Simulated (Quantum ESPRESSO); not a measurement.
PNO is modelled in the orthorhombic space group I2₁2₁2₁ (No. 24), Pearson symbol oI12. Lattice parameters: a = 4.4476 Å, b = 4.7771 Å, c = 7.0044 Å, α = β = γ = 90.00°. N on 4a has 2 P at 1.558 Å (bent). O on 4b is surrounded by 2 P at 1.591 Å (bent). P on 4c has 2 N at 1.558 Å and 2 O at 1.591 Å (tetrahedral). (Neighbours: up to the widest gap in distance over summed covalent radii, below 1.35, at either atom.)
(The calculation used a cell of 6 atoms; values per cell refer to that cell.)

The geometry is that of Materials Project entry mp-753671, symmetrised and not relaxed again.

Problem. What does LDA (pw.x of Quantum ESPRESSO, ONCV potentials, without SOC) give for the electronic structure near the Fermi level?

Solution. The LDA gap is indirect, 5.11 eV, from Z to Γ; the smallest direct gap is 5.54 eV. 

The structure is a Materials Project entry; no match was found in the copy of COD used, and its stability was not checked.

Letters of k points follow the standard setting of the lattice, whose axes may be ordered differently from the printed cell.
